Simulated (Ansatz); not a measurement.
Ansatz (an electronic-structure program) input:

Ansatz 0.2 input:
```yaml
crystal:
  lattice:
    - [4.404360163, 0.0, 0.0]
    - [0.0, 4.404360163, 0.0]
    - [0.0, 0.0, 6.1999160286]
  atoms:
    - { symbol: Sn, position: [0.5, 0.5, 0.5] }
    - { symbol: Te, position: [0.5, 0.5, 0.0] }
    - { symbol: Pb, position: [0.0, 0.0, 0.0] }
    - { symbol: Se, position: [0.0, 0.0, 0.5] }
kpoints:
  mp_grid: { grid: [13, 13, 10] }
hamiltonian:
  xc: pbesol
  pseudopotentials: { kind: paw }
scf:
  occupations: { method: fermi_dirac, width: 0.1 }
elastic: { mode: relaxed_ion, stencil: two_point, amplitude: 0.005, f_tol: 0.0005 }
```

Output (shortened):

```
Pseudopotential: Sn, paw, valence charge 14
Pseudopotential: Te, paw, valence charge 16
Pseudopotential: Pb, paw, valence charge 14
Pseudopotential: Se, paw, valence charge 16
Functional definition: PBEsol
Crystal: 4 atoms, lattice volume = 120.268 Å³
Basis set: ecut = 420 eV, 2389 PW (Γ), exchange–correlation on 60×60×90 points (8 copies of the dense FFT grid, shifted against one another)
Bands: 36, of which v1, the nominal top of the filled ones, is band 30 counted from 1 (29 counted from 0)
Symmetry: 16 space group operations
Space group: P4/mmm (ITA 123), of the structure as read, at distance tolerance 4.9e-5 Å
k-points: 168 of 1690
SCF 1 converged in 14 iterations: F = -30031.851154 eV  dr2 = 5.82e-14
Crystal: 4 atoms, lattice volume = 119.667 Å³
Basis set: ecut = 420 eV, 2373 PW (Γ), exchange–correlation on 60×60×90 points (8 copies of the dense FFT grid, shifted against one another)
Symmetry: 8 space group operations
k-points: 294 of 1690
SCF 2 converged in 12 iterations: F = -30031.850250 eV  dr2 = 1.47e-14
Crystal: 4 atoms, lattice volume = 120.870 Å³
Basis set: ecut = 420 eV, 2401 PW (Γ), exchange–correlation on 60×60×90 points (8 copies of the dense FFT grid, shifted against one another)
SCF 3 converged in 9 iterations: F = -30031.850457 eV  dr2 = 1.41e-14
Crystal: 4 atoms, lattice volume = 119.667 Å³
SCF 4 converged in 12 iterations: F = -30031.850094 eV  dr2 = 2.61e-14
Crystal: 4 atoms, lattice volume = 120.870 Å³
Basis set: ecut = 420 eV, 2405 PW (Γ), exchange–correlation on 60×60×90 points (8 copies of the dense FFT grid, shifted against one another)
SCF 5 converged in 9 iterations: F = -30031.849717 eV  dr2 = 1.62e-14
Crystal: 4 atoms, lattice volume = 120.268 Å³
Basis set: ecut = 420 eV, 2391 PW (Γ), exchange–correlation on 60×60×90 points (8 copies of the dense FFT grid, shifted against one another)
Symmetry: 4 space group operations
k-points: 462 of 1690
SCF 6 converged in 9 iterations: F = -30031.851013 eV  dr2 = 5.13e-14
Crystal: 4 atoms, lattice volume = 120.268 Å³
SCF 7 converged in 7 iterations: F = -30031.851013 eV  dr2 = 9.61e-14
Crystal: 4 atoms, lattice volume = 120.268 Å³
Basis set: ecut = 420 eV, 2381 PW (Γ), exchange–correlation on 60×60×90 points (8 copies of the dense FFT grid, shifted against one another)
SCF 8 converged in 9 iterations: F = -30031.850562 eV  dr2 = 8.49e-14
Crystal: 4 atoms, lattice volume = 120.268 Å³
SCF 9 converged in 8 iterations: F = -30031.850562 eV  dr2 = 5.73e-14
SCF converged after 14 iterations
Free energy (F): -30031.851154 eV
Harris-Foulkes:  -30031.851154 eV  (|F-HF|=0.00e0)
Internal energy: -30031.842734 eV  (E = F + TS)
E sigma→0 (E₀):  -30031.846944 eV
Entropy (-TS):   -0.008420 eV (-2.105 meV/atom)
Fermi energy:    9.133021 eV
--- Per-component energies (eV) ---
  E_band       = -789.851166
  E_kinetic    = 772.823821
  E_local      = -5701.716722  (includes V_loc(G=0)·N_el)
  E_nonlocal   = -579.229847
  E_hartree    = 2997.983910
  E_xc         = -826.306913
  E_vxc        = -433.128063  (∫ρ·V_xc dr)
  E_paw        = -20768.472119  (= ΣΔE_a)
  E_vpaw       = -844.567451  (= ΣTr[D̂ρ^β])
  E_aug_tail   = -0.000722  (compensation charges beyond the density's cutoff)
  E_ewald      = -5928.654365
  E_core_change = 1.730222  (= ΣΔE_core)
  E_smearing   = -0.008420  (= −TS)
  E_closure    = 0.000000  (closes the sum)
  Σ components = -30031.851154   (vs F -30031.851154, Δ=0.00e0)
--- Forces (eV/Å), atoms counted from 1 ---
  atom   1  Sn     0.00000000     0.00000000     0.00000000
  atom   2  Te     0.00000000     0.00000000     0.00000000
  atom   3  Pb     0.00000000     0.00000000     0.00000000
  atom   4  Se     0.00000000     0.00000000     0.00000000
  max |Σ_I F_I| component: 0.0 eV/Å
--- Stress (GPa, compression-positive) ---
        0.025204       0.000000       0.000000
        0.000000       0.025204       0.000000
        0.000000       0.000000      -0.057227
  P = ⅓ Tr σ = -0.0023 GPa (-0.023 kbar)
--- Band table (eV; the first three rows and the last of 168) ---
  k-point 0: bands = ["-38.4458", "-38.4448", "-38.4366", "-38.4366", "-38.4355", "-27.5728", "-27.5629", "-27.5615", "-27.5615", "-27.5543", "-12.4720", "-12.4645", "-12.4559", "-12.4527", "-12.4527", "-7.9072", "-7.8729", "-7.8700", "-7.8278", "-7.8278", …
  k-point 1: bands = ["-38.4458", "-38.4448", "-38.4366", "-38.4366", "-38.4355", "-27.5728", "-27.5629", "-27.5615", "-27.5615", "-27.5543", "-12.4720", "-12.4645", "-12.4559", "-12.4527", "-12.4527", "-7.9059", "-7.8729", "-7.8700", "-7.8279", "-7.8279", …
  k-point 2: bands = ["-38.4458", "-38.4448", "-38.4366", "-38.4366", "-38.4355", "-27.5728", "-27.5629", "-27.5615", "-27.5615", "-27.5543", "-12.4718", "-12.4645", "-12.4559", "-12.4528", "-12.4528", "-7.9026", "-7.8729", "-7.8700", "-7.8280", "-7.8280", …
  k-point 167: bands = ["-38.4458", "-38.4447", "-38.4366", "-38.4366", "-38.4355", "-27.5720", "-27.5634", "-27.5617", "-27.5617", "-27.5526", "-12.4694", "-12.4639", "-12.4551", "-12.4551", "-12.4510", "-7.9625", "-7.8488", "-7.8367", "-7.8366", "-7.8214", …
--- Elastic constants: 4 strain directions × 2 members + reference (group order 16) ---
  dense FFT box of the reference and of every strained cell: 30×30×45
  strains applied: 11, 33, 23, 12; error gains …
  C = ∂σ_k/∂η_j (tension-positive GPa; Voigt order 11 22 33 23 13 12):
        85.209     54.426      7.146      0.000      0.000      0.000
        54.426     85.209      7.146      0.000      0.000      0.000
         7.061      7.061    133.119      0.000      0.000      0.000
         0.000      0.000      0.000     14.900      0.000      0.000
         0.000      0.000      0.000      0.000     14.900      0.000
         0.000      0.000      0.000      0.000      0.000     62.938
  reference stress σ⁰ (GPa):     -0.025     -0.025      0.057      0.000      0.000      0.000
  moduli (Voigt/Reuss/Hill, GPa): K = 48.98/48.98/48.98   G = 34.21/21.65/27.93   E = 70.40   ν = 0.260
  mechanically stable: yes (min eigenvalue of sym C = 14.90 GPa)
  strain η (Voigt 11):  stress-route row diagonal C_11 = 85.21 GPa, energy-path curvature d²(F+E_count+ΔE)/dδ²/Ω₀ = 85.22 GPa
         δ    σ_11 (GPa)             F (eV)   n_scf  n_hpsi   n_pw
    -5.000e-3      -0.4571      -30031.8502499      12  256643   2373   relax 0 steps, max|allowed force component| 0.0 eV/Å
     5.000e-3       0.3950      -30031.8504569       9  202196   2401   relax 0 steps, max|allowed force component| 0.0 eV/Å
  strain η (Voigt 33):  stress-route row diagonal C_33 = 133.12 GPa, energy-path curvature d²(F+E_count+ΔE)/dδ²/Ω₀ = 133.10 GPa
         δ    σ_33 (GPa)             F (eV)   n_scf  n_hpsi   n_pw
    -5.000e-3      -0.6286      -30031.8500938      12  141075   2377   relax 0 steps, max|allowed force component| 0.0 eV/Å
     5.000e-3       0.7026      -30031.8497167       9  110492   2405   relax 0 steps, max|allowed force component| 0.0 eV/Å
  strain η (Voigt 23):  stress-route row diagonal C_44 = 14.90 GPa, energy-path curvature d²(F+E_count+ΔE)/dδ²/Ω₀ = 14.89 GPa
         δ    σ_23 (GPa)             F (eV)   n_scf  n_hpsi   n_pw
    -5.000e-3      -0.0745      -30031.8510132       9  344270   2391   relax 0 steps, max|allowed force component| 0.00e0 eV/Å
     5.000e-3       0.0745      -30031.8510132       7  264187   2391   relax 0 steps, max|allowed force component| 0.00e0 eV/Å
  strain η (Voigt 12):  stress-route row diagonal C_66 = 62.94 GPa, energy-path curvature d²(F+E_count+ΔE)/dδ²/Ω₀ = 62.94 GPa
         δ    σ_12 (GPa)             F (eV)   n_scf  n_hpsi   n_pw
    -5.000e-3      -0.3147      -30031.8505620       9  235071   2383   relax 0 steps, max|allowed force component| 0.0 eV/Å
     5.000e-3       0.3147      -30031.8505620       8  179877   2383   relax 0 steps, max|allowed force component| 0.0 eV/Å
```

Cost: roughly 12 core-minutes on shared cores.

The workflow started from a Materials Project entry (that database holds measured and hypothetical structures alike); the Crystallography Open Database copy checked does not list it. Its standing as an ambient phase is unchecked. The PBEsol relaxation kept the symmetry of its start. At this level the phase is dynamically unstable (imaginary phonons). As this level gives no gap, shear constants depend on the k-mesh and smearing (Fermi–Dirac, 0.1 eV here). Scalar-relativistic: spin–orbit coupling is off unless named, which matters more the heavier the elements.

Potentials: the later of the program's two PAW sets.

Ansatz is a plane-wave DFT program.
